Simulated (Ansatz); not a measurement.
TaNOF in space group Pmmm (No. 47; Ta on 1a, N on 1e, O on 1b, F on 1c) under volume change, PBE in the plane-wave PAW code Ansatz, shape and atoms relaxed at each volume.

```
V (Å³/atom)  E − E(relaxed) (meV/atom)  P (GPa)
-----------  -------------------------  -------
14.562                            71.9    17.25
15.042                            30.3    10.70
15.522                             7.1     4.91
16.002                             0.0     0.00
16.482                             6.1    -3.95
16.962                            23.1    -7.29
17.443                            49.3   -10.17
```

What does a third-order Birch–Murnaghan fit give for V₀, B₀ and B′?

V₀ = 16.01 Å³/atom, B₀ = 146 GPa, B′ = 4.7.

The start of the workflow was typed in or built on a structure type; neither database checked (COD, Materials Project) lists it. Its standing as an ambient phase is unchecked. The cell was relaxed with PBE under the symmetry of its start; whether a distortion lowers the energy is not shown. The run is not spin-polarised. Scalar-relativistic: spin–orbit coupling is off unless named, which matters more the heavier the elements.

Potentials: the earlier of the program's two PAW sets.
